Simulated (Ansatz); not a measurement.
Start of a relaxation, Au put at a bridge Ti-Ti site (TiAl, P4/mmm (No. 123), (0 0 1) face):

```yaml
crystal:
  lattice:
    - [5.62112, 0.00000, 0.00000]
    - [0.00000, 5.62112, 0.00000]
    - [0.00000, 0.00000, 25.09750]
  atoms:
    - { symbol: Al, position: [0.25000, 0.25000, 0.33868] }
    - { symbol: Al, position: [0.25000, 0.75000, 0.33868] }
    - { symbol: Al, position: [0.75000, 0.25000, 0.33868] }
    - { symbol: Al, position: [0.75000, 0.75000, 0.33868] }
    - { symbol: Ti, position: [0.00000, 0.00000, 0.41966] }
    - { symbol: Ti, position: [0.00000, 0.50000, 0.41966] }
    - { symbol: Ti, position: [0.50000, 0.00000, 0.41966] }
    - { symbol: Ti, position: [0.50000, 0.50000, 0.41966] }
    - { symbol: Al, position: [0.25000, 0.25000, 0.50168] }
    - { symbol: Al, position: [0.25000, 0.75000, 0.50168] }
    - { symbol: Al, position: [0.75000, 0.25000, 0.50168] }
    - { symbol: Al, position: [0.75000, 0.75000, 0.50168] }
    - { symbol: Ti, position: [0.00000, 0.00000, 0.57892] }
    - { symbol: Ti, position: [0.00000, 0.50000, 0.57892] }
    - { symbol: Ti, position: [0.50000, 0.00000, 0.57892] }
    - { symbol: Ti, position: [0.50000, 0.50000, 0.57892] }
    - { symbol: Au, position: [0.00000, 0.25000, 0.68331] }
```

Method: DFT r2SCAN, scalar-relativistic, plane waves, PAW (Ansatz). Cutoff 500 eV; k points 5×5×1 on the computed 17-atom cell (Γ-centred); Gaussian smearing, width 0.10 eV; no spin polarisation. The cell repeats along c with a dipole correction in the vacuum.

Atoms 1, 2, 3, 4, 5, 6, 7, 8 (counted from 1) are held. The cell is fixed. Force threshold 0.03 eV/Å.

```tsv
step	E − E_final (eV)	largest force (eV/Å)
1	0.732	2.111
2	0.324	1.665
3	0.080	0.496
4	0.007	0.116
5	0.000	0.010
```

Problem. What is the final structure?

Solution.
```yaml
crystal:
  lattice:
    - [5.62112, 0.00000, 0.00000]
    - [0.00000, 5.62112, 0.00000]
    - [0.00000, 0.00000, 25.09750]
  atoms:
    - { symbol: Al, position: [0.25000, 0.25000, 0.33868] }
    - { symbol: Al, position: [0.25000, 0.75000, 0.33868] }
    - { symbol: Al, position: [0.75000, 0.25000, 0.33868] }
    - { symbol: Al, position: [0.75000, 0.75000, 0.33868] }
    - { symbol: Ti, position: [0.00000, 0.00000, 0.41966] }
    - { symbol: Ti, position: [0.00000, 0.50000, 0.41966] }
    - { symbol: Ti, position: [0.50000, 0.00000, 0.41966] }
    - { symbol: Ti, position: [0.50000, 0.50000, 0.41966] }
    - { symbol: Al, position: [0.25451, 0.25000, 0.50101] }
    - { symbol: Al, position: [0.25423, 0.75000, 0.50070] }
    - { symbol: Al, position: [0.74549, 0.25000, 0.50101] }
    - { symbol: Al, position: [0.74577, 0.75000, 0.50070] }
    - { symbol: Ti, position: [0.00000, 0.99857, 0.57563] }
    - { symbol: Ti, position: [0.00000, 0.50143, 0.57563] }
    - { symbol: Ti, position: [0.50000, 0.99895, 0.58017] }
    - { symbol: Ti, position: [0.50000, 0.50105, 0.58017] }
    - { symbol: Au, position: [0.00000, 0.25000, 0.65977] }
```

The end is the local minimum or symmetric point that this start leads to. The slab is only 6.1 Å thick, so the energy isn't converged with thickness.

Spin–orbit coupling is left out, which can shift energies with elements as heavy as these.

Cost: 1 run of about 13 core-minutes, on Intel Xeon Platinum 8488C (Sapphire Rapids) (shared hosts).